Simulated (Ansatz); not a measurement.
Below is a relaxed structure of ZnCd₅O₆. The cell was found from a structure generator's guess, not taken from experiment.

Method: DFT PBE, scalar-relativistic, plane waves, PAW in Ansatz 0.2.0. Cutoff 420 eV, Γ-centred mesh, Gaussian smearing, no spin polarisation.

```
Zn Cd O
1.0
     3.38046    0.00000    0.00000
     0.00000   13.85550    0.00000
     0.00000    0.00000    3.38768
Zn Cd O
1 5 6
Direct
  0.50000 0.00000 0.42451
  0.00000 0.50000 0.99685
  0.50000 0.67199 0.49609
  0.00000 0.84057 0.98755
  0.00000 0.15943 0.98755
  0.50000 0.32801 0.49609
  0.00000 0.67076 0.99798
  0.50000 0.84652 0.50820
  0.00000 0.00000 0.09993
  0.50000 0.15348 0.50820
  0.00000 0.32924 0.99798
  0.50000 0.50000 0.49723
```

Energies over the elements count from the elements' standard structures at the same level (O₂ as a molecule), with no fitted energy shifts.

Question: Find its symmetry and describe it.

Answer: Pmm2 (No. 25), with Zn and Cd ordered on rock salt sites. Conventional cell: a = 3.380 Å, b = 13.856 Å, c = 3.388 Å. Zn has 2 O at 2.02 Å and 2 O at 2.15 Å; around Cd on a site of symmetry mm2 lie 6 O at 2.37–2.39 Å; around Cd on a site of symmetry m lie 6 O at 2.38–2.42 Å; O on a site of symmetry m has 6 Cd at 2.35–2.40 Å; 4 more sites not described.

Question: How far does it lie from the elements in energy?

Answer: −1.03 eV/atom. A negative formation energy is needed for stability but isn't enough: competing phases decide.

Question: Is it a metal?

Answer: Yes, bands cross the Fermi level on the 12×4×12 mesh, though with few states there, as in a semimetal.

The last run used a 12×4×12 mesh (in the run's order of axes) for its 12-atom cell and Gaussian smearing of 0.10 eV. The zero gap may come from the functional, which often closes small gaps. This cell was reached by moving the atoms of another relaxed cell at random and relaxing again, last within the group found; it had no such test of its own.
